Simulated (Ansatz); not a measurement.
# Course of a relaxation: Si2N

A trial structure of Si2N was built thus: ordered vacancies on the anion sites of nickel arsenide (P-3m1, No. 164) (occupants of the shared sites, in ratio, N: 2, vacant: 2). Lengths were set from tabulated atomic sizes, so they are only a guess.

```
CELL_PARAMETERS angstrom
2.91695 0.00000 0.00000
-1.45848 2.52615 0.00000
0.00000 0.00000 9.04255
ATOMIC_POSITIONS crystal
Si 0.00000 0.00000 0.75000
Si 0.00000 0.00000 0.25000
Si 0.00000 0.00000 0.00000
Si 0.00000 0.00000 0.50000
N 0.33333 0.66667 0.87500
N 0.66667 0.33333 0.12500
```

Theory: DFT PBE, scalar-relativistic, plane waves, PAW in Ansatz 0.2.0. Cutoff 420 eV, Gaussian smearing, Γ-centred meshes. Cell and atoms relax first on a coarse mesh and then on a finer one. In between, the cell is made exact in the group found at 0.06 Å. In metals the finer mesh still leaves noise of several meV/atom or more. The steps can't lower the symmetry of their start. No spin polarisation in the relaxation; trial moments died out in a coarse test.

Steps on the 6×6×2 mesh (6 atoms, 13 steps). The free energy counts from the last step; the plane-wave basis is renewed at times, which shifts energy and pressure.

```csv
step,ΔF (meV/atom),V (Å³/atom),P (GPa),largest force component (eV/Å)
1,647.4,11.11,19.96,3.190
2,439.1,11.30,10.73,2.814
3,236.4,11.32,0.48,2.137
4,98.7,11.15,-0.06,1.613
5,69.3,11.18,9.13,2.057
6,19.5,11.62,-0.93,0.364
7,16.0,11.48,0.99,0.007
8,16.3,11.64,-0.99,0.076
9,15.8,11.57,-0.02,0.004
10,1.6,11.57,1.13,0.015
11,0.3,11.71,0.29,0.025
12,0.3,11.73,0.03,0.006
13,0.0,11.73,0.04,0.006
```

The relaxed structure, after a last relaxation on the converged mesh:

```
Si N
1.0
     2.71881    0.00000    0.00000
    -1.35940    2.35456    0.00000
     0.00000    0.00000   10.78006
Si N
4 2
Cartesian
  0.0000 0.0000 8.0112
  0.0000 0.0000 2.7689
  0.0000 0.0000 0.0000
  0.0000 0.0000 5.3900
  0.0000 1.5697 9.7530
  1.3594 0.7849 1.0270
```

The symmetry stays P-3m1 (No. 164). The volume per atom grows by 3.6 %, from 11.1 to 11.5 Å³. The shortest distance goes from 2.03 Å (Si–N) to 1.88 Å (Si–N). The ratio c/a of the conventional cell changes by a factor of 1.28. The energy falls by about 0.64 eV/atom (the start's value is from the coarse mesh). Si on a site of symmetry 3m is surrounded by 3 N at 2.34 Å and 8 Si at 2.62–2.77 Å; Si on a site of symmetry -3m has 6 N at 1.88 Å and 8 Si at 2.72–2.77 Å; N has 3 Si at 1.88 Å and 3 Si at 2.34 Å; 1 more site not described.

* Volume per atom: 11.50 Å³
* Density: 3.38 g/cm³
* Energy over the elements: +0.28 eV/atom
* Gap on the 18×18×4 mesh of the 6-atom cell: 0 eV (a metal)

The zero of energy is the elements' standard structures at the same level (N₂ as a molecule); no fitted shifts are applied.

The last run used Gaussian smearing of 0.10 eV. A structure relaxed within its symmetry needn't be a true minimum. In all, the 3 runs took 2.1 min on 1 thread of Arm Neoverse V2, with other jobs on the host.
